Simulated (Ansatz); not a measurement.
Ca$_{3}$BiP: pressure against volume

Ca$_{3}$BiP, Pm-3m, a = 5.407 Å. The structure is a Materials Project entry; whether it is the stable form wasn't checked. Ansatz: r2SCAN, PAW, 500 eV, Γ-centred 6×6×6 mesh on 5 atoms, Gaussian smearing 0.02 eV; no spin polarisation. Symmetry fixes shape and atoms, so the cell is only scaled; pressure is positive in compression.

```
V (Å³/atom) P (GPa)
     29.710     2.78
     30.659     1.28
     31.607    -0.01
     32.555    -1.12
     33.503        ?
```

Take V0 = 31.607 Å³/atom, count pressures from its P0 = -0.01 GPa, fit the third-order Birch–Murnaghan form to the other rows, and predict the missing pressure.

With the Eulerian strain f = ½[(V0/V)^(2/3) − 1] and y = (P − P0)/[3f(1 + 2f)^(5/2)], the form is the line y = B0 + 1.5 B0 (B0′ − 4) f. Rows (f, y): 0.02106, 39.8; 0.01025, 39.9; -0.00975, 39.9. Means f = 0.007187, y = 39.867; Σ(Δf)² = 0.0004887, ΣΔfΔy = -0.001387; the slope is their ratio. y = 39.89 − 2.839 f GPa, so B0 = 39.9 GPa and B0′ = 4 + 2 × (-2.839)/(3 × 39.89) = 3.95. At V = 33.503, f = -0.01905, y = 39.94 and P = -2.08 GPa. The run gave -2.08 GPa, the same to the digits shown. The form still works here, 33 % of the fitted range beyond its end.

Spin–orbit coupling is left out, which can shift energies with elements as heavy as these.